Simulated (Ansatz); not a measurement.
**Lattice vibrations of MgAl₂C₂ at Γ**

Level of theory: DFT LDA, scalar-relativistic, plane waves, PAW in Ansatz. Cutoff 420 eV, 12×12×6 k-points (Γ-centred), fixed occupations. No spin polarisation. Phonons by linear response, acoustic sum rule imposed.

The cell, relaxed at this level:
```
CELL_PARAMETERS angstrom
3.34703 0.00000 0.00000
-1.67351 2.89861 0.00000
0.00000 0.00000 5.70512
ATOMIC_POSITIONS crystal
Mg 0.00000 0.00000 0.00000
Al 0.33333 0.66667 0.34950
Al 0.66667 0.33333 0.65050
C 0.33333 0.66667 0.73108
C 0.66667 0.33333 0.26892
```

(1) Give the high-frequency dielectric tensor ε∞.

(2) Give the Born effective charges.

(3) How large is the static dielectric tensor with the ions free to move, and what share of it is ionic?

Answers

(1)
```
7.47 0.00 0.00
0.00 7.47 0.00
0.00 0.00 8.64
```

(2)
| atom | Z*xx | Z*yy | Z*zz | mean |
| --- | --- | --- | --- | --- |
| Mg (atom 1) | 2.01 | 2.01 | 2.73 | 2.25 |
| Al (atom 2) | 2.28 | 2.28 | 2.04 | 2.20 |
| C (atom 4) | -3.28 | -3.28 | -3.40 | -3.32 |

(3)
```
15.9  0.0  0.0
 0.0 15.9  0.0
 0.0  0.0 30.8
```
The ions give 62 % of its trace.

Cost: 1 run of about 4.3 core-minutes, on Arm Neoverse V2 (shared hosts).